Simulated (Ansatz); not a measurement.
This CsWS3 structure is the end of a relaxation. The cell was found from a structure generator's guess, not taken from experiment.

The calculation used DFT PBE, scalar-relativistic, plane waves, PAW in Ansatz. Cutoff 420 eV, Γ-centred mesh, Gaussian smearing, collinear spin.

```cif
data_structure
_symmetry_space_group_name_H-M 'P 1'
_symmetry_Int_Tables_number 1
_cell_length_a 7.4869
_cell_length_b 7.4869
_cell_length_c 5.8369
_cell_angle_alpha 90.000
_cell_angle_beta 90.000
_cell_angle_gamma 120.000
_cell_volume 283.35
loop_
_atom_site_label
_atom_site_type_symbol
_atom_site_fract_x
_atom_site_fract_y
_atom_site_fract_z
_atom_site_occupancy
Cs1 Cs 0.33333 0.66667 0.75000 1
Cs2 Cs 0.66667 0.33333 0.25000 1
W1 W 0.00000 0.00000 0.00000 1
W2 W 0.00000 0.00000 0.50000 1
S1 S 0.85101 0.70202 0.75000 1
S2 S 0.29798 0.14899 0.75000 1
S3 S 0.85101 0.14899 0.75000 1
S4 S 0.14899 0.29798 0.25000 1
S5 S 0.70202 0.85101 0.25000 1
S6 S 0.14899 0.85101 0.25000 1
```

Energies over the elements count from the elements' standard structures at the same level, with no fitted energy shifts.

Q: Find its symmetry and describe it.

A: P6_3/mmc (No. 194), the hexagonal perovskite (2H) type. Conventional cell: a = 7.487 Å, c = 5.837 Å. Cs has 12 S at 3.75–3.77 Å; W has 6 S at 2.42 Å and 2 W at 2.92 Å; around S lie 2 W at 2.42 Å, 6 S at 3.35–3.50 Å and 4 Cs at 3.75–3.77 Å.

Q: What is its formation energy per atom?

A: −0.79 eV/atom. It lies below the elements, which doesn't yet make it stable against other compounds or structures.

Q: Is it a metal?

A: Yes, bands cross the Fermi level on the 6×6×8 mesh.

Q: Which magnetic moments does it keep?

A: 0.07 μB per atom net, the space between the atoms included; by site: W 0.3 (×2) μB.

Q: From what recipe could a structure generator have reached it?

A: One such recipe: perovskite family, AX3 layers stacked AB, next cell at A (P6_3/mmc, No. 194). Other recipes can lead to the same cell.

The last run used collinear spin, a 6×6×8 mesh (in the run's order of axes) for its 10-atom cell and Gaussian smearing of 0.10 eV. Spin–orbit coupling, which can matter for W, is left out. The reference form of S is held partly by dispersion forces, which this level lacks. Another magnetic order may lie lower. Symmetry constrained the relaxation, so the result can be a saddle point.
